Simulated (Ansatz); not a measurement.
TaN (rock salt), relaxed with PBE (Ansatz, a first-principles code, plane waves, PAW): a = 4.4171 Å, b = 4.4171 Å, c = 4.4171 Å, α = 90.00°, β = 90.00°, γ = 90.00°.

```
Item                  Value
--------------------  -----
ΔH_f (eV/atom)        -0.82
B₀ by P(V) fit (GPa)    329
```

The same phase is relaxed and computed with r²SCAN in the same code. What are the cell and these values now?

a = 4.3964 Å, b = 4.3964 Å, c = 4.3964 Å, α = 90.00°, β = 90.00°, γ = 90.00°.

* **ΔH_f (eV/atom)**: -0.95
* **B₀ by P(V) fit (GPa)**: 351

All cells were relaxed under the symmetry of their starts (and spin orders); stability against distortions was not tested throughout. Rows with no word on spin ran without spin polarisation. Scalar-relativistic: spin–orbit coupling is off unless named, which matters more the heavier the elements.

Potentials: the later of the program's two PAW sets.

Ansatz is a plane-wave DFT program.

Formation energies count from the lowest solids of the elements computed at the same level, not from gases.
